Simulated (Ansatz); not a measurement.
This cell of AlRu (CsCl type) is off equilibrium:

```
CELL_PARAMETERS angstrom
      5.96504     0.00000     0.00000
      0.00000     2.98252     0.00000
      0.00000     0.00000     2.98252
ATOMIC_POSITIONS crystal
  Al 0.00000 0.00000 0.00000
  Al 0.50000 0.00000 0.00000
  Ru 0.25000 0.50000 0.50000
  Ru 0.75000 0.50000 0.44837
```

These are r2SCAN (plane waves to 500 eV, PAW, scalar-relativistic; Ansatz, an electronic-structure program) values and carry that method's errors. k mesh 7×13×13 (Γ-centred), Fermi-Dirac smearing 0.05 eV. Energies are smeared free energies. Compression counts positive. With partly filled bands, energies and forces of such displacements shift with the k mesh and the smearing. AlRu is run without spin polarisation. AlRu was relaxed with its symmetry unable to fall.

### Question
Predict the force on every atom, in eV/Å.

### Answer
| atom | Fx | Fy | Fz |
|---|---|---|---|
| Al1 | 0.145 | 0.000 | -0.623 |
| Al2 | -0.145 | 0.000 | -0.623 |
| Ru3 | 0.000 | 0.000 | -0.129 |
| Ru4 | 0.000 | 0.000 | 1.375 |

### Question
In it atom 4 sits (0.000, 0.000, -0.154) Å away from its relaxed site. What is its energy relative to the relaxed cell?

### Answer
107 meV/cell.

(A displaced cell: forces are minus the slopes of the energy, force constants its curvatures, and phonons follow from these.)
